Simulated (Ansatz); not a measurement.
MgScAlO4:
```
MgScAlO4
1.0
    1.61983     0.93521     8.27477
   -1.61983     0.93521     8.27477
    0.00000    -1.87042     8.27477
Mg Sc Al O
1 1 1 4
Direct
  0.21738   0.21738   0.21738
  0.00466   0.00466   0.00466
  0.78662   0.78662   0.78662
  0.12059   0.12059   0.12059
  0.86190   0.86190   0.86190
  0.29714   0.29714   0.29714
  0.71200   0.71200   0.71200
```

x, y and z are the axes in which the lattice vectors are written.

Task: Give the proper piezoelectric stress tensor with relaxed ions from the program Ansatz at the PBEsol level (PAW).

Result: In C/m², rows x, y, z, Voigt columns; mesh uncertainty up to 0.01.
```
 0.00   0.00   0.00   0.00  -0.32   0.37
 0.37  -0.37   0.00  -0.32   0.00   0.00
-0.25  -0.25   0.76   0.00   0.00   0.00
```

The elastic tensor of the same run (GPa):

```json
[
 {"": "1", "1": "277", "2": "132", "3": "117", "4": "-8.0", "5": "0.0", "6": "0.0"},
 {"": "2", "1": "132", "2": "277", "3": "117", "4": "8.0", "5": "0.0", "6": "0.0"},
 {"": "3", "1": "117", "2": "117", "3": "270", "4": "0.0", "5": "0.0", "6": "0.0"},
 {"": "4", "1": "-8.0", "2": "8.0", "3": "0.0", "4": "74.1", "5": "0.0", "6": "0.0"},
 {"": "5", "1": "0.0", "2": "0.0", "3": "0.0", "4": "0.0", "5": "74.1", "6": "-8.0"},
 {"": "6", "1": "0.0", "2": "0.0", "3": "0.0", "4": "0.0", "5": "-8.0", "6": "72.5"}
]
```

Task: Convert to strain constants d = e·S.

Result: In pC/N:
```
 0.0   0.0   0.0   0.0  -3.8   4.7
 2.4  -2.4   0.0  -3.8   0.0   0.0
-1.9  -1.9   4.5   0.0   0.0   0.0
```

Space group R3m. The first step of the workflow began from a Materials Project structure, measured or hypothetical; the Crystallography Open Database copy checked does not list it. Whether it is the stable phase at ambient conditions was not checked. Symmetry was held in the PBEsol relaxation; its stability against distortions is not shown here. No spin polarisation was allowed. Signs of piezoelectric constants follow the polarity of the cell as given.

Potentials: the later of the program's two PAW sets.
